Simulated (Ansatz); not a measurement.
# BiP under compression and expansion

```
Bi P
1.0
     0.00000    2.92388    2.92388
     2.92388    0.00000    2.92388
     2.92388    2.92388    0.00000
Bi P
1 1
Direct
  0.00000 0.00000 0.00000
  0.50000 0.50000 0.50000
```

Conventional cell: a = 5.848 Å, b = 5.848 Å, c = 5.848 Å, α = 90.00°, β = 90.00°, γ = 90.00°. Bi (atom 1) has 6 P at 2.92 Å as nearest neighbours. Around P (atom 2) lie 6 Bi at 2.92 Å.

The cell was built from the rocksalt type and relaxed in the same program, and has space group Fm-3m; it needn't be a known or the stable phase.

Spin–orbit coupling is left out, though it moves levels of the heavy atoms by tenths of an eV or more.

All numbers are computed: DFT, PBE, all-electron LAPW, scalar-relativistic (Ansatz 0.2.0); DFT, PBE, PAW with Ansatz's default frozen-core files, scalar-relativistic (Ansatz 0.2.0).

For LAPW: a Γ-centred 12×12×12 k mesh, Fermi–Dirac smearing of 0.05 eV, basis error target 0.25 meV/atom, no spin polarisation. PAW takes a cutoff of 420 eV at this cell. The Ansatz runs share mesh, smearing and spin set-up. Plane-wave (PAW) pressures include the program's estimate of the Pulay term.

The cell above is scaled evenly, with fractional coordinates and shape held.

```csv
V/V(cell),V (Å³/atom),"P, LAPW (GPa)","P, PAW (GPa)"
0.9600,23.997,?,?
0.9800,24.496,1.55,1.53
1.0000,24.996,0.05,0.03
1.0200,25.496,-1.30,-1.32
1.0400,25.996,-2.51,-2.53
```

Fill in the row V/V(cell) = 0.9600.

P, LAPW (GPa) = 3.22, P, PAW (GPa) = 3.20.

What do Birch–Murnaghan fits to the pressures give?

LAPW: V0 = 25.01 Å³/atom, B0 = 71 GPa, B0′ = 4.3; PAW: V0 = 25.01 Å³/atom, B0 = 71 GPa, B0′ = 4.3.

PAW's V0 lies -0.02 % from the all-electron value and its B0 0.0 %. Symmetry fixes shape and coordinates here, so this is the relaxed modulus.
